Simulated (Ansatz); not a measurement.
Zr₂C in space group P4/nmm (No. 129; Zr on 2a, Zr on 2c, C on 2c) under volume change, DFT-PBEsol in the program Ansatz with PAW potentials, shape and atoms relaxed at each volume.

```json
[
 {"V (Å³/atom)": "13.585", "E − E(relaxed) (meV/atom)": "75.1", "P (GPa)": "19.45"},
 {"V (Å³/atom)": "14.033", "E − E(relaxed) (meV/atom)": "31.5", "P (GPa)": "11.92"},
 {"V (Å³/atom)": "14.481", "E − E(relaxed) (meV/atom)": "7.5", "P (GPa)": "5.48"},
 {"V (Å³/atom)": "14.929", "E − E(relaxed) (meV/atom)": "0.0", "P (GPa)": "0.00"},
 {"V (Å³/atom)": "15.377", "E − E(relaxed) (meV/atom)": "6.7", "P (GPa)": "-4.70"},
 {"V (Å³/atom)": "15.824", "E − E(relaxed) (meV/atom)": "25.7", "P (GPa)": "-8.73"},
 {"V (Å³/atom)": "16.272", "E − E(relaxed) (meV/atom)": "55.0", "P (GPa)": "-12.17"}
]
```

Task: What does a third-order Birch–Murnaghan fit give for V₀, B₀ and B′?

Result: V₀ = 14.93 Å³/atom, B₀ = 169 GPa, B′ = 4.2.

The cell is a constructed one: a structure type filled with these elements; neither database checked (COD, Materials Project) lists it. Its standing as an ambient phase is unchecked. Symmetry was held in the PBEsol relaxation; its stability against distortions is not shown here. No spin polarisation was allowed.

Potentials: the earlier of the program's two PAW sets. The files were generated under PBE; for other functionals the program regenerates the frozen cores, and for LDA and PBEsol the local potential too.
